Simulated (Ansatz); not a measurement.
According to DFT-PBEsol in the program Ansatz with PAW potentials, C in the orthorhombic phase (Ibam; C on 8j, C on 4a) relaxes to a = 2.646 Å, b = 5.522 Å, c = 4.645 Å.

It is gapped at this level: 2.70 eV (smallest direct gap 2.72 eV). The electron mass is 0.53, 1.6, 4.0 mₑ (principal values). The hole mass is 0.46, 0.52, 1.0 mₑ (principal values).

The elastic constants imply a Debye temperature near 2050 K. The highest mode at Γ lies at 152.9 meV.

The start of the workflow was typed in or built on a structure type; neither database checked (COD, Materials Project) lists it. It is not the phase usual at ambient conditions (space group No. 194, 227). The PBEsol relaxation kept the symmetry of its start; its stability against distortions is not shown here. The volume moved by 18 % from the start of the relaxation.

Potentials: the later of the program's two PAW sets.
